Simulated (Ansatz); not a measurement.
Bi:
```
Bi
1.0
    0.00000     2.47334     2.47334
    2.47334     0.00000     2.47334
    2.47334     2.47334     0.00000
Bi
1
Direct
  0.00000   0.00000   0.00000
```

Relaxed with DFT-PBEsol in the program Ansatz with PAW potentials. Indices refer to the conventional cell of Fm-3m, a = 4.947 Å, b = 4.947 Å, c = 4.947 Å, α = 90.00°, β = 90.00°, γ = 90.00°.

Problem. Simulate the powder diffraction pattern (Cu Kα, λ = 1.54184 Å; lines above 1 %) up to 2θ = 90°.

Solution. Simulated powder pattern, Cu Kα, λ = 1.54184 Å (kinematic, ideal powder, no thermal factors, no anomalous dispersion; the 30 strongest lines at most, above 1 %, up to 2θ = 90°):

| 2θ (°) | d (Å) | I/Imax (%) | hkl |
|---|---|---|---|
| 31.32 | 2.856 | 100 | (111) |
| 36.32 | 2.473 | 51 | (200) |
| 52.31 | 1.749 | 37 | (220) |
| 62.25 | 1.491 | 45 | (311) |
| 65.35 | 1.428 | 13 | (222) |
| 77.13 | 1.237 | 6.2 | (400) |
| 85.58 | 1.135 | 19 | (331) |
| 88.37 | 1.106 | 18 | (420) |

The start of the workflow was typed in or built on a structure type; neither database checked (COD, Materials Project) lists it. It is not the phase usual at ambient conditions (space group No. 166). The PBEsol relaxation kept the symmetry of its start. At this level the phase is mechanically unstable. Spin–orbit coupling is left out wherever it is not named.

Potentials: the earlier of the program's two PAW sets. The files were generated under PBE; for other functionals the program regenerates the frozen cores, and for LDA and PBEsol the local potential too.
